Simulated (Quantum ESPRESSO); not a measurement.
Band energies of RbCaH3

```
RbCaH3
1.0
    4.52097     0.00000     0.00000
    0.00000     4.52097     0.00000
    0.00000     0.00000     4.52097
H Ca Rb
3 1 1
Direct
  0.50000   0.00000   0.50000
  0.00000   0.50000   0.50000
  0.50000   0.50000   0.00000
  0.50000   0.50000   0.50000
  0.00000   0.00000   0.00000
```

norm-conserving PBEsol (Quantum ESPRESSO, 72 Ry, scalar-relativistic); path ΓXMΓRX,MR; energies in eV from the valence-band maximum.

```
k (1/Å)  point  band 7  band 8  band 9  band 10  band 11  band 12  band 13  band 14
-------  -----  ------  ------  ------  -------  -------  -------  -------  -------
0.00         Γ   -9.28   -9.28   -2.79    -0.38    -0.38     6.11     6.11     6.11
0.46             -9.27   -9.27   -1.98    -0.46    -0.20     5.71     5.71     5.93
0.69         X   -9.26   -9.26   -1.50    -0.72    -0.13     5.61     5.61     5.81
0.93             -9.31   -9.26   -1.40    -0.56    -0.14     4.55     5.44     5.66
1.39         M   -9.43   -9.25   -1.16     0.00     0.00     3.08     5.00     5.00
1.55             -9.42   -9.25   -1.20    -0.13    -0.03     3.30     5.06     5.09
1.88             -9.36   -9.26   -1.89    -0.29    -0.20     4.57     5.49     5.74
2.21             -9.29   -9.27   -2.67    -0.36    -0.35     5.99     6.02     6.14
2.37         Γ   -9.28   -9.28   -2.79    -0.38    -0.38     6.11     6.11     6.11
2.72             -9.30   -9.30   -2.31    -0.28    -0.28     5.35     5.63     5.63
3.06             -9.36   -9.36   -1.23    -0.17    -0.17     4.06     4.78     4.78
3.58         R   -9.41   -9.41   -0.20    -0.20    -0.20     4.38     4.38     4.38
3.86             -9.38   -9.38   -0.55    -0.20    -0.16     4.05     4.43     4.55
4.14             -9.33   -9.32   -1.12    -0.32    -0.17     4.15     4.67     5.02
4.56         X   -9.26   -9.26   -1.50    -0.72    -0.13     5.61     5.61     5.81
4.56         M   -9.43   -9.25   -1.16     0.00     0.00     3.08     5.00     5.00
4.73             -9.43   -9.27   -1.04    -0.03    -0.03     3.24     4.88     4.88
5.25         R   -9.41   -9.41   -0.20    -0.20    -0.20     4.38     4.38     4.38
```

The PBEsol gap is direct, 3.08 eV at M.

The cell is held in this high symmetry; tilts and polar distortions were not searched.

Geometry of the Materials Project entry, not relaxed at this level.
